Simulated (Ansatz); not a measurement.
Values for one crystal, relaxed and computed with DFT-LDA in the program Ansatz with PAW potentials; other levels are named.

| Quantity | Value |
|---|---|
| Volume per atom | 17.65 Å³ |
| Band gap | 0.64 eV (direct) |
| Hole effective mass, band 3 of 3 at the edge | 0.34 along [100], 0.28 along [110], 0.26 along [111] (mₑ) |
| Vibrational entropy at 300 K | 38.8 J/(K·mol of atoms) |
| Valence-band maximum | at Γ |
| Conduction-band minimum | at Γ |
| Debye temperature from the elastic constants | 212 K |

Question: Which of these materials gives this?
A. NaCl, rock salt
B. CuCl, zinc blende
C. CuI, P4/nmm (Cu on 2b, I on 2c)
D. BN, P6_3/mmc (B on 2d, N on 2c)

Answer: B, CuCl, zinc blende

Space group F-43m (zinc blende). The cell was relaxed with LDA under the symmetry of its start; phonons on a q-mesh show no instability. The run is not spin-polarised.

Potentials: the earlier of the program's two PAW sets.
